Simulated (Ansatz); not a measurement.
With plane-wave PAW r²SCAN (Ansatz code), InP in the cubic phase (Pm-3n; In on 6c, P on 6d) relaxes to a = 7.272 Å. Its formation energy from the elements is -20 kJ/mol of atoms, with no fitted shifts.

It is gapped at this level: 1.07 eV (direct). The valence maximum lies at Γ and the conduction minimum at Γ. The screened hybrid HSE06 puts the gap at 1.42 eV. Gap from r²SCAN with spin–orbit coupling: 1.03 eV. Electrons at the band edge weigh 0.087 mₑ (isotropic).

An equation-of-state fit gives a bulk modulus of 52.6 GPa. The relaxed-ion elastic constants in GPa are C11 = 94.2, C12 = 31.9, C44 = 14.6. The elastic constants imply a Debye temperature near 241 K. Bader charges are In +0.98, P -0.98 e.

The start of the workflow was typed in or built on a structure type; neither database checked (COD, Materials Project) lists it. It is not the phase usual at ambient conditions (space group No. 216). The r²SCAN relaxation kept the symmetry of its start; whether a distortion lowers the energy is not shown. The volume moved by 28 % from the start of the relaxation. The references are the lowest solids computed at this level, not always the standard phases. Spin–orbit coupling is left out wherever it is not named.

Potentials: the later of the program's two PAW sets.
